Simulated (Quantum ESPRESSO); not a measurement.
# Computed records: Hf$_{6}$TaAl (simulated cell), Hf$_{6}$TiW (simulated cell), Hf$_{6}$ZnAu (simulated cell), HfAg$_{5}$Ru$_{2}$ (simulated cell)

Computed with Quantum ESPRESSO 7.5. Calculation on a made-up metal alloy cell, not a measurement: no spin or spin-orbit, unrelaxed, 2900 K smearing, stress positive in tension, cell energy less fitted offsets; periodic Kohn-Sham density functional theory in plane waves with PseudoDojo standard norm-conserving scalar-relativistic pseudopotentials, each functional with its own files (v0.5 for PBE, v0.4.1 for LDA and PBEsol), eight atoms on drawn sites of a strained close-packed or body-centred lattice, each displaced and held fixed; the energy is the cell's free energy, ions and the entropy term -TS included, at the stated Fermi-Dirac width, less a fixed offset for each atom's element (shifted free energy); compositions with an open d shell lost a parallel starting moment in a cheaper test run, and other magnetic orders were not tried; an error bar is the largest change of its kind in a tighter rerun, never given below 0.002 eV, 0.02 GPa or 0.003 eV/angstrom, and covers cutoff and k-mesh only, not smearing or the files.

Common to all runs: functional pbe; fermi dirac smearing 0.25 eV; electrons removed 0; run command mpirun -np 4 pw.x -nk 4 -in in.

Notes on all entries: heavy elements are run without spin-orbit coupling, which real alloys of them have; a spin test at this wide smearing found no moment, but such smearing suppresses magnetism that the real alloy may have; lattice, volume and sites are drawn at random and may be unstable or far from any real phase; energies are for the whole cell, less offsets fitted to these runs, so they are not formation energies.

(1) Hf$_{6}$TaAl (simulated cell)

```
CELL_PARAMETERS angstrom
2.17380 4.34760 2.17380
0.00000 4.34760 -4.34760
-4.34760 4.34760 0.00000
ATOMIC_POSITIONS crystal
Hf 0.00419 0.00614 0.00676
Ta 0.98178 0.99609 0.49340
Hf 0.98634 0.49871 0.00955
Hf 0.99098 0.48671 0.50060
Al 0.51041 0.24423 0.25405
Hf 0.49021 0.24888 0.72806
Hf 0.51582 0.75173 0.23625
Hf 0.49735 0.76862 0.74396
```

```
lattice type             : face-centred cubic
cutoff                   : 789 eV
run processor            : Intel Xeon, 2023 or later, virtual cores
k mesh                   : 5 x 5 x 5 shifted half a step off Gamma on each axis
entropy term negative ts : -1.817 eV
pressure                 : 5.12 GPa
stress xx                : -5.26 GPa
stress yy                : -5.75 GPa
stress zz                : -4.33 GPa
stress yz                : 0.27 GPa
stress xz                : 0.03552 GPa
stress xy                : 0.39 GPa
shifted free energy      : -0.214 eV
```

Atoms:
```
atoms element  atom site  atom energy offset (eV)
           Hf          1                 -1535.13
           Ta          2                 -1771.44
           Hf          3                 -1535.13
           Hf          4                 -1535.13
           Al          5                   -63.26
           Hf          6                 -1535.13
           Hf          7                 -1535.13
           Hf          8                 -1535.13
```

Forces:
```
site  x (eV/Å)  y (eV/Å)  z (eV/Å)
   1    -0.431    -1.008    -0.427
   2     0.259     0.687     0.052
   3     0.541     0.102     0.508
   4     0.639     0.791     0.394
   5     0.205    -0.598    -0.422
   6    -0.116      1.34    -0.094
   7    -1.078    -0.224    -0.609
   8    -0.018    -1.091     0.598
```

Notes: error bars: energy 0.0042 eV, stress 0.02 GPa, force 0.0031 eV/Å, from a tighter rerun of a related cell, whose elements or sites may differ; 13 SCF iterations, 221 s of wall time on a shared machine.

(2) Hf$_{6}$TaAl (simulated cell)

```
CELL_PARAMETERS angstrom
2.17380 4.34760 2.17380
0.00000 4.34760 -4.34760
-4.34760 4.34760 0.00000
ATOMIC_POSITIONS crystal
Hf 0.00419 0.00614 0.00676
Ta 0.98178 0.99609 0.49340
Hf 0.98634 0.49871 0.00955
Hf 0.99098 0.48671 0.50060
Hf 0.51041 0.24423 0.25405
Hf 0.49021 0.24888 0.72806
Hf 0.51582 0.75173 0.23625
Al 0.49735 0.76862 0.74396
```

```
lattice type             : face-centred cubic
cutoff                   : 789 eV
run processor            : Intel Xeon, 2023 or later, virtual cores
k mesh                   : 5 x 5 x 5 shifted half a step off Gamma on each axis
entropy term negative ts : -1.797 eV
pressure                 : 5.37 GPa
stress xx                : -5.43 GPa
stress yy                : -5.24 GPa
stress zz                : -5.44 GPa
stress yz                : 0.05309 GPa
stress xz                : 0.04131 GPa
stress xy                : 0.01753 GPa
shifted free energy      : -0.224 eV
```

Atoms:
```
atoms element  atom site  atom energy offset (eV)
           Hf          1                 -1535.13
           Ta          2                 -1771.44
           Hf          3                 -1535.13
           Hf          4                 -1535.13
           Hf          5                 -1535.13
           Hf          6                 -1535.13
           Hf          7                 -1535.13
           Al          8                   -63.26
```

Forces:
```
site  x (eV/Å)  y (eV/Å)  z (eV/Å)
   1     0.675    -0.432     0.717
   2    -0.348     0.742     0.794
   3     1.157      0.17     0.019
   4    -0.504     0.229    -0.699
   5     0.179     -1.12    -0.529
   6    -0.373     1.265     0.067
   7    -0.708     -0.23    -0.874
   8    -0.077    -0.623     0.505
```

Notes: error bars: energy 0.0042 eV, stress 0.02 GPa, force 0.0031 eV/Å, from a tighter rerun of a related cell, whose elements or sites may differ; 14 SCF iterations, 273 s of wall time on a shared machine.

(3) Hf$_{6}$TiW (simulated cell)

```
CELL_PARAMETERS angstrom
-3.07150 -0.05370 0.00530
0.09310 5.45870 -0.04110
1.50680 -2.62380 -10.48100
ATOMIC_POSITIONS crystal
W 0.97371 0.99904 0.00540
Hf 0.10921 0.46561 0.25961
Hf 0.25703 0.25708 0.50088
Ti 0.36581 0.70487 0.73855
Hf 0.50004 0.50109 0.00951
Hf 0.65458 0.96023 0.24790
Hf 0.74974 0.75189 0.50015
Hf 0.86530 0.21242 0.75491
```

```
lattice type             : hexagonal close-packed
cutoff                   : 1143 eV
run processor            : Intel Xeon, 2023 or later, virtual cores
k mesh                   : 8 x 5 x 2 shifted half a step off Gamma on each axis
entropy term negative ts : -2.216 eV
pressure                 : -4.03 GPa
stress xx                : 1.38 GPa
stress yy                : 4.63 GPa
stress zz                : 6.08 GPa
stress yz                : 0.46 GPa
stress xz                : -0.26 GPa
stress xy                : 1.38 GPa
shifted free energy      : 0.679 eV
```

Atoms:
```
atoms element  atom site  atom energy offset (eV)
            W          1                 -2063.48
           Hf          2                 -1535.13
           Hf          3                 -1535.13
           Ti          4                  -1615.4
           Hf          5                 -1535.13
           Hf          6                 -1535.13
           Hf          7                 -1535.13
           Hf          8                 -1535.13
```

Forces:
```
site  x (eV/Å)  y (eV/Å)  z (eV/Å)
   1     -0.16     0.403     0.473
   2    -0.303    -0.197      0.31
   3    -0.137    -0.068    -0.129
   4     0.115    -0.095    -0.916
   5     0.098    -0.107     0.544
   6     0.434     0.147     0.418
   7    -0.038     0.211    -0.521
   8    -0.008    -0.293    -0.181
```

Notes: error bars: energy 0.002 eV, stress 0.042 GPa, force 0.003 eV/Å, from a tighter rerun of a related cell, whose elements or sites may differ; 19 SCF iterations, 314 s of wall time on a shared machine.

(4) Hf$_{6}$TiW (simulated cell)

```
CELL_PARAMETERS angstrom
-3.07150 -0.05370 0.00530
0.09310 5.45870 -0.04110
1.50680 -2.62380 -10.48100
ATOMIC_POSITIONS crystal
Hf 0.97371 0.99904 0.00540
W 0.10921 0.46561 0.25961
Hf 0.25703 0.25708 0.50088
Hf 0.36581 0.70487 0.73855
Hf 0.50004 0.50109 0.00951
Ti 0.65458 0.96023 0.24790
Hf 0.74974 0.75189 0.50015
Hf 0.86530 0.21242 0.75491
```

```
lattice type             : hexagonal close-packed
cutoff                   : 1143 eV
run processor            : Intel Xeon, 2023 or later, virtual cores
k mesh                   : 8 x 5 x 2 shifted half a step off Gamma on each axis
entropy term negative ts : -2.219 eV
pressure                 : -4.22 GPa
stress xx                : 1.77 GPa
stress yy                : 3.73 GPa
stress zz                : 7.17 GPa
stress yz                : -0.11 GPa
stress xz                : 0.08694 GPa
stress xy                : 1.61 GPa
shifted free energy      : 0.651 eV
```

Atoms:
```
atoms element  atom site  atom energy offset (eV)
           Hf          1                 -1535.13
            W          2                 -2063.48
           Hf          3                 -1535.13
           Hf          4                 -1535.13
           Hf          5                 -1535.13
           Ti          6                  -1615.4
           Hf          7                 -1535.13
           Hf          8                 -1535.13
```

Forces:
```
site  x (eV/Å)  y (eV/Å)  z (eV/Å)
   1    -0.467     0.286    -0.031
   2     0.082    -0.309      0.26
   3     -0.12     0.085     0.517
   4     0.218    -0.138    -0.743
   5     0.163    -0.157    -0.615
   6     0.249     0.112    -0.266
   7     -0.08     0.179     0.872
   8    -0.045    -0.059     0.007
```

Notes: error bars: energy 0.002 eV, stress 0.042 GPa, force 0.003 eV/Å, from a tighter rerun of a related cell, whose elements or sites may differ; 18 SCF iterations, 284 s of wall time on a shared machine.

(5) Hf$_{6}$TiW (simulated cell)

```
CELL_PARAMETERS angstrom
-3.07150 -0.05370 0.00530
0.09310 5.45870 -0.04110
1.50680 -2.62380 -10.48100
ATOMIC_POSITIONS crystal
Hf 0.97371 0.99904 0.00540
Hf 0.10921 0.46561 0.25961
W 0.25703 0.25708 0.50088
Ti 0.36581 0.70487 0.73855
Hf 0.50004 0.50109 0.00951
Hf 0.65458 0.96023 0.24790
Hf 0.74974 0.75189 0.50015
Hf 0.86530 0.21242 0.75491
```

```
lattice type             : hexagonal close-packed
cutoff                   : 1143 eV
run processor            : Intel Xeon, 2023 or later, virtual cores
k mesh                   : 8 x 5 x 2 shifted half a step off Gamma on each axis
entropy term negative ts : -2.233 eV
pressure                 : -4.11 GPa
stress xx                : 1.34 GPa
stress yy                : 4.66 GPa
stress zz                : 6.33 GPa
stress yz                : -0.15 GPa
stress xz                : 0.66 GPa
stress xy                : 1.41 GPa
shifted free energy      : 0.614 eV
```

Atoms:
```
atoms element  atom site  atom energy offset (eV)
           Hf          1                 -1535.13
           Hf          2                 -1535.13
            W          3                 -2063.48
           Ti          4                  -1615.4
           Hf          5                 -1535.13
           Hf          6                 -1535.13
           Hf          7                 -1535.13
           Hf          8                 -1535.13
```

Forces:
```
site  x (eV/Å)  y (eV/Å)  z (eV/Å)
   1    -0.586     0.205     0.638
   2    -0.295    -0.441     0.077
   3    -0.164     0.389    -0.135
   4     0.191    -0.406    -0.295
   5     0.218     0.033     0.381
   6     0.624    -0.015    -0.827
   7     0.007    -0.028    -0.537
   8     0.005     0.263     0.699
```

Notes: error bars: energy 0.002 eV, stress 0.042 GPa, force 0.003 eV/Å, from a tighter rerun of this cell; 19 SCF iterations, 277 s of wall time on a shared machine.

(6) Hf$_{6}$TiW (simulated cell)

```
CELL_PARAMETERS angstrom
-3.07150 -0.05370 0.00530
0.09310 5.45870 -0.04110
1.50680 -2.62380 -10.48100
ATOMIC_POSITIONS crystal
Hf 0.97371 0.99904 0.00540
Hf 0.10921 0.46561 0.25961
Hf 0.25703 0.25708 0.50088
Ti 0.36581 0.70487 0.73855
Hf 0.50004 0.50109 0.00951
W 0.65458 0.96023 0.24790
Hf 0.74974 0.75189 0.50015
Hf 0.86530 0.21242 0.75491
```

```
lattice type             : hexagonal close-packed
cutoff                   : 1143 eV
run processor            : Intel Xeon, 2023 or later, virtual cores
k mesh                   : 8 x 5 x 2 shifted half a step off Gamma on each axis
entropy term negative ts : -2.236 eV
pressure                 : -4.14 GPa
stress xx                : 1.5 GPa
stress yy                : 4.46 GPa
stress zz                : 6.48 GPa
stress yz                : -0.21 GPa
stress xz                : -0.12 GPa
stress xy                : 1.4 GPa
shifted free energy      : 0.524 eV
```

Atoms:
```
atoms element  atom site  atom energy offset (eV)
           Hf          1                 -1535.13
           Hf          2                 -1535.13
           Hf          3                 -1535.13
           Ti          4                  -1615.4
           Hf          5                 -1535.13
            W          6                 -2063.48
           Hf          7                 -1535.13
           Hf          8                 -1535.13
```

Forces:
```
site  x (eV/Å)  y (eV/Å)  z (eV/Å)
   1     -0.27    -0.117    -0.077
   2    -0.106     0.109     0.425
   3    -0.008    -0.281     0.296
   4     0.182      -0.2     -0.52
   5     0.173     0.302     0.177
   6     0.131    -0.379    -0.134
   7    -0.064     0.506    -0.341
   8    -0.037      0.06     0.173
```

Notes: error bars: energy 0.002 eV, stress 0.042 GPa, force 0.003 eV/Å, from a tighter rerun of a related cell, whose elements or sites may differ; 19 SCF iterations, 281 s of wall time on a shared machine.

(7) Hf$_{6}$ZnAu (simulated cell)

```
CELL_PARAMETERS angstrom
4.87210 -2.72350 -0.07810
-3.22130 -0.09490 -4.99360
3.30990 5.55410 0.04840
ATOMIC_POSITIONS crystal
Hf 0.99819 0.00102 0.99686
Hf 0.00301 0.00455 0.50309
Hf 0.07385 0.50134 0.38329
Hf 0.08257 0.50663 0.87054
Au 0.50588 0.01083 0.26046
Hf 0.49748 0.99472 0.74791
Hf 0.58395 0.50453 0.12284
Zn 0.58497 0.49953 0.63081
```

```
lattice type             : hexagonal close-packed
cutoff                   : 1143 eV
run processor            : AMD EPYC, older, virtual cores
k mesh                   : 5 x 5 x 4 shifted half a step off Gamma on each axis
entropy term negative ts : -1.752 eV
pressure                 : -7.57 GPa
stress xx                : 8.57 GPa
stress yy                : 8.21 GPa
stress zz                : 5.92 GPa
stress yz                : 0.33 GPa
stress xz                : 0.32 GPa
stress xy                : 1.03 GPa
shifted free energy      : -0.85 eV
```

Atoms:
```
atoms element  atom site  atom energy offset (eV)
           Hf          1                 -1535.13
           Hf          2                 -1535.13
           Hf          3                 -1535.13
           Hf          4                 -1535.13
           Au          5                 -4032.82
           Hf          6                 -1535.13
           Hf          7                 -1535.13
           Zn          8                 -5688.29
```

Forces:
```
site  x (eV/Å)  y (eV/Å)  z (eV/Å)
   1    -0.355     0.024    -0.389
   2     0.102    -0.348     0.197
   3    -0.293    -0.078     0.013
   4     0.593     0.393     0.321
   5    -0.037     0.008     0.164
   6     0.327    -0.475    -0.602
   7    -0.222     0.522     0.424
   8    -0.114    -0.048    -0.129
```

Notes: error bars: energy 0.002 eV, stress 0.02 GPa, force 0.003 eV/Å, from a tighter rerun of a related cell, whose elements or sites may differ; 16 SCF iterations, 457 s of wall time on a shared machine.

(8) HfAg$_{5}$Ru$_{2}$ (simulated cell)

```
CELL_PARAMETERS angstrom
2.95430 -0.00900 0.02440
-0.01560 5.07400 0.05400
0.08120 0.10360 9.73830
ATOMIC_POSITIONS crystal
Ag 0.99655 0.99859 0.00322
Ru 0.99754 0.02662 0.49602
Ag 0.00103 0.33625 0.24772
Ag 0.01851 0.32417 0.75201
Ag 0.52108 0.49203 0.00435
Hf 0.54189 0.50557 0.50094
Ru 0.46477 0.81568 0.25428
Ag 0.48917 0.87372 0.75826
```

```
lattice type  : hexagonal close-packed
cutoff        : 1143 eV
run processor : Intel Xeon, 2023 or later, virtual cores
k mesh        : 8 x 5 x 3 shifted half a step off Gamma on each axis
stress xy     : ?
pressure      : ?
stress yy     : ?
```

Atoms:
```
atoms element  atom site  atom energy offset (eV)
           Ag          1                 -4218.03
           Ru          2                 -2750.51
           Ag          3                 -4218.03
           Ag          4                 -4218.03
           Ag          5                 -4218.03
           Hf          6                 -1535.13
           Ru          7                 -2750.51
           Ag          8                 -4218.03
```

Notes: error bars: energy 0.0035 eV, stress 0.068 GPa, force 0.0055 eV/Å, from a tighter rerun of this cell; 16 SCF iterations, 320 s of wall time on a shared machine.

## Withheld values
1. Estimate the stress xy of HfAg$_{5}$Ru$_{2}$ (simulated cell) (entry 8).
2. What pressure does the calculation give for HfAg$_{5}$Ru$_{2}$ (simulated cell) (entry 8)?
3. Give the missing stress yy for HfAg$_{5}$Ru$_{2}$ (simulated cell) (entry 8).

Answers
1. 0.5 GPa
2. -6.55 GPa
3. 7.8 GPa

Further results for HfAg$_{5}$Ru$_{2}$ (simulated cell) (entry 8):

```
entropy term negative ts : -1.273 eV
stress xx                : 4.48 GPa
stress zz                : 7.37 GPa
stress yz                : 0.98 GPa
stress xz                : 0.33 GPa
shifted free energy      : -0.188 eV
```

Forces:
```
site  x (eV/Å)  y (eV/Å)  z (eV/Å)
   1    -0.007    -0.278     0.475
   2     0.068     -0.76    -0.827
   3    -0.044    -0.452     0.075
   4      -0.1     1.013     0.114
   5    -0.086     0.288    -0.172
   6    -0.188     0.535    -0.711
   7     0.197     0.749     1.624
   8      0.16    -1.095    -0.577
```
